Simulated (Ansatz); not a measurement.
Values for one crystal, relaxed and computed with plane-wave PAW LDA (Ansatz code); other levels are named.

| Quantity | Value |
|---|---|
| Volume per atom | 19.01 Å³ |
| Electronic character | metallic (no gap) |
| Elastic constants (relaxed ions, GPa) | C11 = 15.8, C12 = 14.6, C44 = 11.3 |
| Pressure derivative B′ | 3.4 |
| Mechanical stability | stable (all eigenvalues of C positive) |
| Bulk modulus (Birch–Murnaghan fit) | 151 kbar |
| Density of states at the Fermi level | 0.48 states/eV per atom (mean over ±0.08 eV) |

Problem. Pick the material that matches.
A. Rb, bcc (W type)
B. Ca, bcc (W type)
C. Li, bcc (W type)
D. Mo, bcc (W type)

Solution. C, Li, bcc (W type)

Space group Im-3m (bcc (W type)). The LDA relaxation kept the symmetry of its start. As this level gives no gap, shear constants depend on the k-mesh and smearing (Fermi–Dirac, 0.1 eV here).

Potentials: the earlier of the program's two PAW sets. The files were generated under PBE; for other functionals the program regenerates the frozen cores, and for LDA and PBEsol the local potential too.
